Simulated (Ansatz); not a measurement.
**Deforming ScPt**

```xyz
2
Lattice="3.2700 0.0000 0.0000 0.0000 3.2700 0.0000 0.0000 0.0000 3.2700" Properties=species:S:1:pos:R:3 pbc="T T T"
Sc    1.6350    1.6350    1.6350
Pt    0.0000    0.0000    0.0000
```

Atoms are numbered in the order listed.

The geometry is COD entry 1537628, unchecked; take it as a test cell.

Spin polarisation is left out, and whether a magnetic state lies lower isn't shown here.

No spin–orbit coupling, which matters for the heavy atoms here.

Computed with DFT, LDA, all-electron PAW with datasets made for the crystal, scalar-relativistic (Ansatz 0.2.0).

The runs use a Γ-centred 10×10×10 k mesh, Fermi–Dirac smearing of 0.05 eV, cutoff 260 eV (chosen by the program for this cell), no spin polarisation.

The unchanged cell is at -5.41 GPa.

In a metal, stresses and small energies carry noise from the k mesh.

x, y and z are the Cartesian axes of the cell as listed; fractional coordinates follow a strain, and an engineering shear is twice the off-diagonal strain component.

Question: One change gave: energy change under 1 meV/atom; stress change (xx, yy, zz, yz, xz, xy) 0.03, 0.03, 0.03, -0.46, -0.46, -0.46 GPa, compression positive. Which change was it?
A. equal xy, yz and zx engineering shear strains of -2 %
B. equal xy, yz and zx engineering shear strains of +2 %
C. equal xy, yz and zx engineering shear strains of -1 %
D. equal xy, yz and zx engineering shear strains of +1 %

Answer: D. For equal xy, yz and zx engineering shear strains of -2 %: energy change +3 meV/atom; stress change (xx, yy, zz, yz, xz, xy) 0.14, 0.14, 0.14, 1.04, 1.04, 1.04 GPa, compression positive. For equal xy, yz and zx engineering shear strains of -1 %: energy change under 1 meV/atom; stress change (xx, yy, zz, yz, xz, xy) 0.04, 0.04, 0.04, 0.49, 0.49, 0.49 GPa, compression positive. For equal xy, yz and zx engineering shear strains of +2 %: energy change +3 meV/atom; stress change (xx, yy, zz, yz, xz, xy) 0.14, 0.14, 0.14, -0.91, -0.91, -0.91 GPa, compression positive.
